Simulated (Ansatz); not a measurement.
## TaN: frozen-core PAW against all-electron methods

```yaml
crystal:
  lattice:
    - [2.93800, 0.00000, 0.00000]
    - [-1.46900, 2.54438, 0.00000]
    - [0.00000, 0.00000, 2.88300]
  atoms:
    - { symbol: Ta, position: [0.33333, 0.66667, 0.50000] }
    - { symbol: N, position: [0.00000, 0.00000, 0.00000] }
```

Atoms are numbered in the order listed.

The cell comes from COD entry 1538016, which wasn't checked; take it as a given geometry.

Spin–orbit coupling is left out, though it moves levels of the heavy atoms by tenths of an eV or more.

Methods: DFT, LDA, PAW with Ansatz's default frozen-core files, scalar-relativistic (Ansatz 0.2.0); DFT, LDA, all-electron LAPW, scalar-relativistic (Ansatz 0.2.0).

For PAW: a Γ-centred 12×12×10 k mesh, Fermi–Dirac smearing of 0.02 eV, cutoff 420 eV, no spin polarisation; the PAW files were made with PBE, and the program remakes their frozen cores for this functional. LAPW targets a basis error of 0.25 meV/atom. The Ansatz runs share mesh, smearing and spin set-up. Plane-wave (PAW) pressures include the program's estimate of the Pulay term.

Stress and pressure are positive in compression.

Levels count from the Fermi level.

PAW results:

```json
{"quantity": "pressure (GPa)", "PAW": "-11.57"}
{"quantity": "stress xx (GPa)", "PAW": "-11.05"}
{"quantity": "stress zz (GPa)", "PAW": "-12.62"}
{"quantity": "highest filled level at A (eV)", "PAW": "-0.203"}
{"quantity": "lowest empty level at A (eV)", "PAW": "2.325"}
{"quantity": "highest filled level at K (eV)", "PAW": "-5.250"}
{"quantity": "lowest empty level at K (eV)", "PAW": "0.048"}
{"quantity": "highest filled level at Γ (eV)", "PAW": "-2.992"}
{"quantity": "lowest empty level at Γ (eV)", "PAW": "2.221"}
```

**Question.** What does LAPW (all electrons) give for the same quantities?

**Answer.** 
```
                      quantity    LAPW
                pressure (GPa)  -11.51
               stress xx (GPa)  -10.98
               stress zz (GPa)  -12.57
highest filled level at A (eV)  -0.204
  lowest empty level at A (eV)   2.329
highest filled level at K (eV)  -5.235
  lowest empty level at K (eV)   0.053
highest filled level at Γ (eV)  -2.978
  lowest empty level at Γ (eV)   2.229
```
